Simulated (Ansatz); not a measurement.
CuI (CsCl type, space group No. 221) at seven volumes, r²SCAN in the plane-wave PAW code Ansatz, scaled uniformly. One row is withheld.

| V (Å³/atom) | P (GPa) |
|---|---|
| 22.418 | 4.21 |
| 23.157 | 2.46 |
| 23.896 | ? |
| 24.635 | 0.00 |
| 25.374 | -1.07 |
| 26.113 | -1.99 |
| 26.852 | -2.77 |

### Question
Fit the shown pressures and predict the withheld one.

### Answer
P = (3/2)B₀(x^(7/2) − x^(5/2))[1 + (3/4)(B′ − 4)(x − 1)] with x = (V₀/V)^(2/3). Least squares on the six rows gives V₀ = 24.602 Å³/atom, B₀ = 37.4 GPa, B′ = 3.91. At V = 23.896, x = 1.0196 and P = 1.15 GPa. The run itself gave 1.16 GPa.

Space group Pm-3m (CsCl type). The start of the workflow was typed in or built on a structure type; neither database checked (COD, Materials Project) lists it. It is not the phase usual at ambient conditions (space group No. 216). The r²SCAN relaxation kept the symmetry of its start. At this level the phase is mechanically unstable. The workflow began spin-polarised and lost its moments. Its formation energy is positive at this level, so the cell may be metastable or incomplete. Scalar-relativistic: spin–orbit coupling is off unless named, which matters more the heavier the elements.

Potentials: the earlier of the program's two PAW sets.
